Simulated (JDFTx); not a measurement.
Reference run:

| Item | Result |
|---|---|
| surface | Ir(111) |
| bulk | Ir, Fm-3m, lattice of mp-101 (not re-optimised) |
| slab | 4 atoms in 4 planes, 1x1, 6.7 Å between the outermost planes |
| in-plane cell | 2.725 × 2.725 Å, 6.43 Å² |
| cell height | 22.7 Å |
| sampling | 10×10×1 k mesh, Fermi smearing 0.01 Ha, no spin polarisation |

Reference level: PBE, GBRV ultrasoft potentials, plane waves to 20/100 Ha, in JDFTx (a modified build). Unrelaxed; liquid: linear PCM (GLSSA13), water, 1 M KCl. SHE scale: U = −μ/e − 4.44 V, by convention.

| cell height | work function (eV) | U_pzc (V) | mean C below U_pzc (μF/cm²) | k states × plane waves | cycles, vacuum run | rough core time, vacuum run |
|---|---|---|---|---|---|---|
| 14.7 Å | 5.50 | 0.83 | 13 over 0.5 V | 14 × 2722 | 16 | 70 s |
| 16.7 Å | 5.50 | 0.83 | 13 over 0.5 V | 14 × 3095 | 16 | 70 s |
| 18.7 Å | 5.50 | 0.83 | 13 over 0.5 V | 14 × 3467 | 18 | 70 s |
| 22.7 Å | 5.50 | 0.83 | 13 over 0.5 V | 14 × 4210 | 20 | 2 min |
| 38.7 Å | 5.50 | 0.83 | 13 over 0.5 V | 14 × 7172 | 28 | 3 min |

The work function stays within 0.01 eV over all these settings; capacitances repeat to about ±0.2 μF/cm². The times are rough (shared hosts); only ratios past two mean anything.
